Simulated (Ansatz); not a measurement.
Level of theory: DFT PBE, scalar-relativistic, plane waves, PAW (Ansatz). Each cell gets a short relaxation within its symmetry: 420 eV, a coarse mesh through Γ, smearing of 0.15 eV, at most 16 steps to 0.08 eV/Å and 0.8 GPa. Magnetic atoms start with parallel moments. Energies are free energies per atom, good to about 0.1 eV/atom between metallic cells, end volumes are rough, and groups of ends are read at 0.1 Å.

Two unrelaxed guesses for ScTiF5:

A.

Space group P4mm (No. 99). a = 4.798 Å, b = 4.798 Å, c = 4.675 Å, α = 90.00°, β = 90.00°, γ = 90.00°
| atom | site | symmetry | x | y | z |
| --- | --- | --- | --- | --- | --- |
| Sc | 1a | 4mm | 0.0000 | 0.0000 | 0.2420 |
| Ti | 1b | 4mm | 0.5000 | 0.5000 | 0.2689 |
| F | 4d | ..m | 0.7274 | 0.7274 | 0.7297 |
| F | 1b | 4mm | 0.5000 | 0.5000 | 0.8367 |

B.

Space group P4/mmm (No. 123). a = 3.585 Å, b = 3.585 Å, c = 6.517 Å, α = 90.00°, β = 90.00°, γ = 90.00°
```tsv
atom	site	symmetry	x	y	z
Sc	1c	4/mmm	0.5000	0.5000	0.0000
Ti	1b	4/mmm	0.0000	0.0000	0.5000
F	4i	2mm.	0.0000	0.5000	0.2751
F	1a	4/mmm	0.0000	0.0000	0.0000
```

Question: Which is lower as given, and which after relaxing?

Answer: As given, B is lower by 3.04 eV/atom. Relaxed, A is lower by 0.21 eV/atom, so the order turns round. A goes from P4mm at 15.4 Å³/atom to P4/mmm at 18.0 Å³/atom and gains 3.37 eV/atom. B goes from P4/mmm at 12.0 Å³/atom to P4/mmm at 10.4 Å³/atom and gains 0.12 eV/atom. The closest pair in A goes from F–F at 1.62 Å to Ti–F at 1.94 Å. The closest pair in B goes from Ti–F at 2.32 Å to Ti–F at 2.15 Å. At the end: counting F atoms around Sc and Ti (those within 1.25 times the shortest such distance or 1.15 times the sum of covalent radii, 1.27 where that leaves under three), A has Sc 4, Ti 6 and B has Sc 12, Ti 8.

Other magnetic orders may lie lower.
